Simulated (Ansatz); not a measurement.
SrO in space group P6_3/mmc (No. 194; Sr on 2d, O on 2c), LDA in the plane-wave PAW code Ansatz. The conduction-band minimum lies at Γ, with 1 equivalent valley. Second derivatives d²E/dk² of the lowest band at one valley (eV·Å²), along Cartesian directions:

```json
[
 {"direction": "[100]", "d²E/dk²": "21.45"},
 {"direction": "[010]", "d²E/dk²": "21.45"},
 {"direction": "[001]", "d²E/dk²": "16.07"},
 {"direction": "[110]", "d²E/dk²": "21.45"},
 {"direction": "[101]", "d²E/dk²": "18.76"},
 {"direction": "[011]", "d²E/dk²": "18.76"}
]
```

Task: Find the principal effective masses, the density-of-states mass and the conductivity mass.

Result: Off-diagonal terms follow from H_xy = H[110] − (H_xx + H_yy)/2, and m*/mₑ = 7.620 eV·Å² over each eigenvalue: 0.36, 0.36, 0.47. One valley's DOS mass (m₁m₂m₃)^(1/3) = 0.39, conductivity mass 3/(Σ 1/mᵢ) = 0.39 mₑ.

Task: What effective density of states Nc follows at 300 K for parabolic valleys?

Result: Nc = 2.509e19 × 1 × (0.39)^(3/2) ≈ 6.1e18 cm⁻³.

Task: With the computed static dielectric constant 9.75 (mean of the diagonal), estimate a hydrogenic donor's binding energy and radius.

Result: E = 13.606 eV × 0.39/9.75² ≈ 56 meV; a = 0.529 Å × ε/m* ≈ 13 Å. Semilocal masses tend to be too small when the gap is underestimated.

The first step of the workflow began from a Materials Project structure, measured or hypothetical; the Crystallography Open Database copy checked does not list it. It is not the phase usual at ambient conditions (space group No. 225). The LDA relaxation kept the symmetry of its start; its stability against distortions is not shown here. Scalar-relativistic: spin–orbit coupling is off unless named, which matters more the heavier the elements.

Potentials: the later of the program's two PAW sets.
